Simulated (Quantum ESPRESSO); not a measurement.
Hf3GaO7F, finding a planted mistake in a log

Computed values, not a measurement. The program is pw.x of Quantum ESPRESSO 7.5 (plane-wave density functional theory). The cell is made up: 12 atoms on a fluorite lattice, with randomly drawn elements, strain and displacements, not relaxed. PseudoDojo standard norm-conserving files (v0.5 for PBE, v0.4.1 for LDA and PBEsol) set the functional; there is no spin polarisation, spin-orbit coupling or dispersion term, and the masses in the input are unused placeholders.

The hafnium pseudopotential is less sure than the others, with forces about 3 percent (worst 6) and pressure in oxides about 1.5 GPa (worst 2.7) from a second method in checks, which no rerun with the same files tests.

Intended input:

```
&control calculation='scf', pseudo_dir='./dojo.nc.sr.pbe.v0_5.standard.upf', outdir='./o', disk_io='medium', tprnfor=.true., tstress=.true. /
&system ibrav=0, nat=12, ntyp=4, nbnd=55, ecutwfc=84.00895049, nosym=.true., tot_charge=0,
 occupations='smearing', smearing='fd', degauss=0.0018374661
/
&electrons conv_thr=7.350e-09, electron_maxstep=60, /
ATOMIC_SPECIES
F 1.0 F.upf
Ga 1.0 Ga.upf
Hf 1.0 Hf.upf
O 1.0 O.upf
CELL_PARAMETERS angstrom
5.1391 0.0 0.0
0.0 5.1391 0.0
0.0 0.0 5.1391
ATOMIC_POSITIONS angstrom
Hf 0.0014 0.0 -0.0519
Hf 0.0247 2.5347 2.5876
Hf 2.5336 0.0696 2.5698
Ga 2.6194 2.5343 0.0171
O 1.3284 1.3311 1.3151
O 1.2577 1.3209 3.8236
O 1.2506 3.8006 1.2462
O 1.2827 3.8298 3.8519
O 3.9719 1.2836 1.2952
O 3.892 1.2465 3.7947
F 3.8083 3.9319 1.2999
O 3.8182 3.8717 3.8093
K_POINTS automatic
4 4 4 1 1 1
```

The log is shortened where brackets say so; the opening notice, blank lines, dates and the lines on written files are dropped, and the path of the files is cut. It prints rydbergs, bohrs and kilobars, and counts compression as positive stress. Where no state is partly filled, the Fermi energy that it prints is only some level between the filled and the empty states on the mesh, and need not lie in the true gap.

Log of the intended run:

```
     Program PWSCF v.7.5
     Parallel version (MPI & OpenMP), running on       1 processor cores
     Number of MPI processes:                 1
     Threads/MPI process:                     1
     [start-up lines left out]
     bravais-lattice index     =            0
     lattice parameter (alat)  =       9.7115  a.u.
     unit-cell volume          =     915.9206 (a.u.)^3
     number of atoms/cell      =           12
     number of atomic types    =            4
     number of electrons       =        98.00
     number of Kohn-Sham states=           55
     kinetic-energy cutoff     =      84.0090  Ry
     charge density cutoff     =     336.0358  Ry
     scf convergence threshold =      7.3E-09
     mixing beta               =       0.7000
     number of iterations used =            8  plain     mixing
     Exchange-correlation= PBE
                           (   1   4   3   4   0   0   0)
     [axes and pseudopotential details left out]
   Cartesian axes
     site n.     atom                  positions (alat units)
         1        Hf     tau(   1) = (   0.0002724   0.0000000  -0.0100990  )
         2        Hf     tau(   2) = (   0.0048063   0.4932187   0.5035123  )
         3        Hf     tau(   3) = (   0.4930046   0.0135432   0.5000486  )
         4        Ga     tau(   4) = (   0.5097001   0.4931408   0.0033274  )
         5        O      tau(   5) = (   0.2584888   0.2590142   0.2559008  )
         6        O      tau(   6) = (   0.2447316   0.2570294   0.7440213  )
         7        O      tau(   7) = (   0.2433500   0.7395458   0.2424938  )
         8        O      tau(   8) = (   0.2495962   0.7452278   0.7495281  )
         9        O      tau(   9) = (   0.7728785   0.2497714   0.2520286  )
        10        O      tau(  10) = (   0.7573311   0.2425522   0.7383978  )
        11        F      tau(  11) = (   0.7410442   0.7650951   0.2529431  )
        12        O      tau(  12) = (   0.7429706   0.7533809   0.7412387  )
     number of k points=    32  Fermi-Dirac smearing, width (Ry)=  0.0018
                       cart. coord. in units 2pi/alat
        k(    1) = (   0.1250000   0.1250000   0.1250000), wk =   0.0625000
        k(    2) = (   0.1250000   0.1250000   0.3750000), wk =   0.0625000
     [further k points left out]
     Dense  grid:    95193 G-vectors     FFT dimensions: (  60,  60,  60)
     Estimated max dynamical RAM per process >     167.59 MB
     Initial potential from superposition of free atoms
     starting charge      97.9917, renormalised to      98.0000
     Starting wfcs are   71 randomized atomic wfcs
     total cpu time spent up to now is       22.3 secs
     per-process dynamical memory:    92.7 Mb
     Self-consistent Calculation
     iteration #  1     ecut=    84.01 Ry     beta= 0.70
     Davidson diagonalization with overlap
     ethr =  1.00E-02,  avg # of iterations =  2.0
     total cpu time spent up to now is       58.7 secs
     total energy              =    -771.48197053 Ry
     estimated scf accuracy    <       4.15184655 Ry
     iteration #  2     ecut=    84.01 Ry     beta= 0.70
     Davidson diagonalization with overlap
     ethr =  4.24E-03,  avg # of iterations =  4.9
     total cpu time spent up to now is      114.3 secs
     total energy              =    -771.67214310 Ry
     estimated scf accuracy    <       8.66770987 Ry
     [iterations 3 to 13 left out]
     iteration # 14     ecut=    84.01 Ry     beta= 0.70
     Davidson diagonalization with overlap
     ethr =  3.74E-11,  avg # of iterations =  4.8
     total cpu time spent up to now is      582.9 secs
     total energy              =    -773.52944688 Ry
     estimated scf accuracy    <          8.8E-09 Ry
     iteration # 15     ecut=    84.01 Ry     beta= 0.70
     Davidson diagonalization with overlap
     ethr =  8.96E-12,  avg # of iterations =  2.0
     total cpu time spent up to now is      608.9 secs
     End of self-consistent calculation
     [lines on levels left out]
     the Fermi energy is    11.4871 ev
!    total energy              =    -773.52944687 Ry
     estimated scf accuracy    <          4.4E-09 Ry
     smearing contrib. (-TS)   =      -0.00000000 Ry
     internal energy E=F+TS    =    -773.52944687 Ry
     The total energy is F=E-TS. E is the sum of the following terms:
     one-electron contribution =    -164.55466240 Ry
     hartree contribution      =     146.52195828 Ry
     xc contribution           =    -197.33475164 Ry
     ewald contribution        =    -558.16199112 Ry
     convergence has been achieved in  15 iterations
     Forces acting on atoms (cartesian axes, Ry/au):
     atom    1 type  3   force =     0.06411582    0.02667157   -0.05451253
     atom    2 type  3   force =     0.06030919   -0.01688540    0.04454355
     atom    3 type  3   force =    -0.05739802    0.02221891    0.05434122
     atom    4 type  2   force =    -0.05861731   -0.02028194   -0.04109979
     atom    5 type  4   force =     0.02790151   -0.03127272   -0.02463997
     atom    6 type  4   force =     0.00642892   -0.03543070    0.01442465
     atom    7 type  4   force =    -0.00104034    0.03332374    0.00475971
     atom    8 type  4   force =    -0.00479334    0.03284750   -0.01068124
     atom    9 type  4   force =    -0.03576294    0.01267068   -0.02682732
     atom   10 type  4   force =    -0.02521710    0.00667575    0.02092475
     atom   11 type  1   force =     0.00846398   -0.01272567   -0.01110511
     atom   12 type  4   force =     0.01560962   -0.01781172    0.02987206
     Total force =     0.193091     Total SCF correction =     0.000123
     Computing stress (Cartesian axis) and pressure
          total   stress  (Ry/bohr**3)                   (kbar)     P=      -82.43
  -0.00057914  -0.00003138   0.00003024          -85.20       -4.62        4.45
  -0.00003138  -0.00055082   0.00004558           -4.62      -81.03        6.71
   0.00003024   0.00004558  -0.00055107            4.45        6.71      -81.07
     init_run     :     20.83s CPU     22.09s WALL (       1 calls)
     electrons    :    569.86s CPU    586.64s WALL (       1 calls)
     forces       :      5.82s CPU      5.87s WALL (       1 calls)
     stress       :     23.18s CPU     24.12s WALL (       1 calls)
     [timing details left out]
     PWSCF        :  10m20.01s CPU  10m39.44s WALL
     JOB DONE.
```

A second run was made from an input with one planted mistake. Its log:

```
     Program PWSCF v.7.5
     Parallel version (MPI & OpenMP), running on       1 processor cores
     Number of MPI processes:                 1
     Threads/MPI process:                     1
     [start-up lines left out]
     bravais-lattice index     =            0
     lattice parameter (alat)  =       9.7115  a.u.
     unit-cell volume          =     915.9206 (a.u.)^3
     number of atoms/cell      =           12
     number of atomic types    =            4
     number of electrons       =        98.00
     number of Kohn-Sham states=           55
     kinetic-energy cutoff     =      84.0090  Ry
     charge density cutoff     =     336.0358  Ry
     scf convergence threshold =      7.3E-09
     mixing beta               =       0.7000
     number of iterations used =            8  plain     mixing
     Exchange-correlation= PBE
                           (   1   4   3   4   0   0   0)
     [axes and pseudopotential details left out]
   Cartesian axes
     site n.     atom                  positions (alat units)
         1        Hf     tau(   1) = (   0.0002724   0.0000000  -0.0100990  )
         2        Hf     tau(   2) = (   0.0048063   0.4932187   0.5035123  )
         3        Hf     tau(   3) = (   0.4930046   0.0135432   0.5000486  )
         4        Ga     tau(   4) = (   0.5097001   0.4931408   0.0033274  )
         5        O      tau(   5) = (   0.2584888   0.2590142   0.2559008  )
         6        O      tau(   6) = (   0.2447316   0.2570294   0.7440213  )
         7        O      tau(   7) = (   0.2433500   0.7395458   0.2424938  )
         8        O      tau(   8) = (   0.2495962   0.7452278   0.7495281  )
         9        O      tau(   9) = (   0.7728785   0.2497714   0.2520286  )
        10        O      tau(  10) = (   0.7573311   0.2425522   0.7383978  )
        11        F      tau(  11) = (   0.7410442   0.7650951   0.2529431  )
        12        O      tau(  12) = (   0.7429706   0.7533809   0.7412387  )
     number of k points=     1  Fermi-Dirac smearing, width (Ry)=  0.0018
                       cart. coord. in units 2pi/alat
        k(    1) = (  -0.5000000  -0.5000000  -0.5000000), wk =   2.0000000
     Dense  grid:    95193 G-vectors     FFT dimensions: (  60,  60,  60)
     Estimated max dynamical RAM per process >     167.59 MB
     Initial potential from superposition of free atoms
     starting charge      97.9917, renormalised to      98.0000
     Starting wfcs are   71 randomized atomic wfcs
     total cpu time spent up to now is        2.4 secs
     per-process dynamical memory:    98.1 Mb
     Self-consistent Calculation
     iteration #  1     ecut=    84.01 Ry     beta= 0.70
     Davidson diagonalization with overlap
     ethr =  1.00E-02,  avg # of iterations =  2.0
     total cpu time spent up to now is        3.5 secs
     total energy              =    -772.15881673 Ry
     estimated scf accuracy    <       3.60774351 Ry
     iteration #  2     ecut=    84.01 Ry     beta= 0.70
     Davidson diagonalization with overlap
     ethr =  3.68E-03,  avg # of iterations =  4.0
     total cpu time spent up to now is        5.0 secs
     total energy              =    -772.90264003 Ry
     estimated scf accuracy    <       5.54381518 Ry
     [iterations 3 to 11 left out]
     iteration # 12     ecut=    84.01 Ry     beta= 0.70
     Davidson diagonalization with overlap
     ethr =  2.37E-10,  avg # of iterations =  2.0
     total cpu time spent up to now is       16.8 secs
     total energy              =    -773.92615663 Ry
     estimated scf accuracy    <       0.00000009 Ry
     iteration # 13     ecut=    84.01 Ry     beta= 0.70
     Davidson diagonalization with overlap
     ethr =  9.13E-11,  avg # of iterations =  3.0
     total cpu time spent up to now is       17.7 secs
     End of self-consistent calculation
     [lines on levels left out]
     the Fermi energy is    11.4057 ev
!    total energy              =    -773.92615664 Ry
     estimated scf accuracy    <          4.5E-09 Ry
     smearing contrib. (-TS)   =       0.00000000 Ry
     internal energy E=F+TS    =    -773.92615664 Ry
     The total energy is F=E-TS. E is the sum of the following terms:
     one-electron contribution =    -163.97664081 Ry
     hartree contribution      =     145.20767178 Ry
     xc contribution           =    -196.99519648 Ry
     ewald contribution        =    -558.16199112 Ry
     convergence has been achieved in  13 iterations
     Forces acting on atoms (cartesian axes, Ry/au):
     atom    1 type  3   force =     0.06854331    0.02172679   -0.05595765
     atom    2 type  3   force =     0.05911305   -0.00977595    0.04649345
     atom    3 type  3   force =    -0.06802288    0.02135284    0.05280573
     atom    4 type  2   force =    -0.05677239   -0.01899698   -0.04222721
     atom    5 type  4   force =     0.00781235   -0.03354022   -0.03518254
     atom    6 type  4   force =     0.01531177   -0.03584213    0.01663915
     atom    7 type  4   force =     0.01269088    0.03989811    0.01269138
     atom    8 type  4   force =    -0.00340525    0.02807500   -0.01505007
     atom    9 type  4   force =    -0.04700181    0.01426143   -0.02129857
     atom   10 type  4   force =    -0.02544002    0.01214490    0.02343956
     atom   11 type  1   force =     0.01603345   -0.02556972   -0.01474548
     atom   12 type  4   force =     0.02113754   -0.01373407    0.03239223
     Total force =     0.203654     Total SCF correction =     0.000071
     Computing stress (Cartesian axis) and pressure
          total   stress  (Ry/bohr**3)                   (kbar)     P=     -132.44
  -0.00092758  -0.00008469  -0.00000170         -136.45      -12.46       -0.25
  -0.00008469  -0.00086778   0.00000058          -12.46     -127.66        0.09
  -0.00000170   0.00000058  -0.00090548           -0.25        0.09     -133.20
     init_run     :      2.16s CPU      2.25s WALL (       1 calls)
     electrons    :     14.07s CPU     15.34s WALL (       1 calls)
     forces       :      0.37s CPU      0.40s WALL (       1 calls)
     stress       :      1.27s CPU      1.41s WALL (       1 calls)
     [timing details left out]
     PWSCF        :     18.02s CPU     19.60s WALL
     JOB DONE.
```

Question: what was wrong in the second input?

Answer: the k-point mesh is too coarse. The input lines that differ, file-writing options aside:

```
- 4 4 4 1 1 1
+ 1 1 1 1 1 1
```

|  | intended run | run with the mistake |
| --- | --- | --- |
| free energy (eV) | -10524.404 | -10529.802 |
| smearing term -TS (eV) | 0.0000 | 0.0000 |
| pressure (GPa) | -8.24 | -13.24 |
| largest force component (eV/Å) | 1.648 | 1.762 |
| largest change of a force component (eV/Å) |  | 0.517 |
| iterations | 15 | 13 |

For scale, a rerun of the intended cell at a cutoff of 1437 eV and k mesh 6 x 6 x 6 moved values by no more than 0.002 eV in energy, 0.04 GPa in stress and 0.004 eV/Å in force.